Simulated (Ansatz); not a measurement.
## Every step of a relaxation of hcp Ti (0001), 5 layers

DFT, LDA, PAW with Ansatz's default frozen-core files, scalar-relativistic (Ansatz 0.2.0); a Γ-centred 15×15×1 k mesh, Fermi–Dirac smearing of 0.1 eV, no spin polarisation. The run relaxes the atoms in the fixed cell.

Command: `ansatz run input.yaml --threads 2 --pin off --max-ram 4096MiB --backend cpu --events-out ev --progress --plain --runs-dir out` It took 53 s on 2 threads of Arm Neoverse V2 (shared host), peak memory 0.47 GiB.

```yaml
crystal:
  lattice:
    - [2.8642948853, 0.0, 0.0]
    - [-1.4321474427, 2.4805521346, 0.0]
    - [0.0, 0.0, 25.075]
  atoms:
    - { symbol: Ti, position: [0.0, 0.0, 0.3190435311] }
    - { symbol: Ti, position: [0.666666666, 0.333333334, 0.4095217657] }
    - { symbol: Ti, position: [0.0, 0.0, 0.5000000003] }
    - { symbol: Ti, position: [0.666666666, 0.333333334, 0.5904782343] }
    - { symbol: Ti, position: [0.0, 0.0, 0.6809564689] }
kpoints:
  mp_grid: { grid: [15, 15, 1] }
scf:
  occupations: { method: fermi_dirac, width: 0.1 }
hamiltonian:
  xc: lda
  pseudopotentials: { kind: paw }
output:
  forces: true
  stress: true
  eigenvalues: true
  write_density: true
  write_potential: true
  elf: true
  volumetric_format: npy
relax:
  f_tol: 0.01
  max_steps: 40
efield:
  axis: 3
  amplitude: 0
  dipole_correction: true
```

Each step lists its free energy a cell above the last geometry, and Cartesian positions (Å) with forces (eV/Å).

The first step:

```
step 1  dF = 93.51 meV
  Ti 0.0000 0.0000 8.0000   0.0000 0.0000 0.5297
  Ti 1.4321 0.8269 10.2688   0.0000 0.0000 -0.6310
  Ti 0.0000 0.0000 12.5375   0.0000 0.0000 0.0000
  Ti 1.4321 0.8269 14.8062   0.0000 0.0000 0.6309
  Ti 0.0000 0.0000 17.0750   0.0000 0.0000 -0.5297
```

The PAW files were made under PBE.

**Question.** Where does the relaxation end, and by which steps?

**Answer.** After 4 geometries, with a shortest distance of 2.689 Å. The further steps:
```
step 2  dF = 16.83 meV
  Ti 0.0000 0.0000 8.1600   0.0000 0.0000 -0.3119
  Ti 1.4321 0.8269 10.2238   0.0000 0.0000 0.2844
  Ti 0.0000 0.0000 12.5375   0.0000 0.0000 0.0000
  Ti 1.4321 0.8269 14.8512   0.0000 0.0000 -0.2844
  Ti 0.0000 0.0000 16.9150   0.0000 0.0000 0.3119
step 3  dF = 0.10 meV
  Ti 0.0000 0.0000 8.0973   0.0000 0.0000 -0.0044
  Ti 1.4321 0.8269 10.2157   0.0000 0.0000 0.0218
  Ti 0.0000 0.0000 12.5375   0.0000 0.0000 0.0000
  Ti 1.4321 0.8269 14.8593   0.0000 0.0000 -0.0218
  Ti 0.0000 0.0000 16.9777   0.0000 0.0000 0.0044
step 4  dF = 0.00 meV
  Ti 0.0000 0.0000 8.1035   0.0000 0.0000 0.0015
  Ti 1.4321 0.8269 10.2235   0.0000 0.0000 -0.0082
  Ti 0.0000 0.0000 12.5375   0.0000 0.0000 0.0000
  Ti 1.4321 0.8269 14.8515   0.0000 0.0000 0.0082
  Ti 0.0000 0.0000 16.9715   0.0000 0.0000 -0.0015
```
